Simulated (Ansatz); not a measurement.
This cell of C (diamond) is off equilibrium:

```
C
1.0
    0.00000     3.57157     3.57157
    1.78578     0.00000     1.78578
    1.78578     1.78578     0.00000
C
4
Cartesian
  1.82428   1.74729   1.74729
  1.74729   3.61006   3.61006
  2.64018   2.71717   2.71717
  2.71717   4.42597   4.42597
```

Method: PBE (plane waves to 420 eV, PAW, scalar-relativistic; Ansatz, a first-principles code). k mesh 8×16×16 (Γ-centred), Fermi-Dirac smearing 0.05 eV. Stress and pressure are positive under compression. C was relaxed with its symmetry unable to fall.

Task: Predict the force on every atom, in eV/Å.

Result: 
```csv
atom,Fx,Fy,Fz
C1,-2.658,2.658,2.658
C2,2.530,-2.530,-2.530
C3,2.658,-2.658,-2.658
C4,-2.530,2.530,2.530
```

Task: What is the stress tensor (GPa)?

Result: 
```
   2.13     2.57     2.57
   2.57     2.13    -2.57
   2.57    -2.57     2.13
```
The pressure, a third of the trace, is 2.13 GPa.

(For displaced atoms, the force is minus the slope of the energy, and its curvature is a force constant, which sets phonon frequencies.)
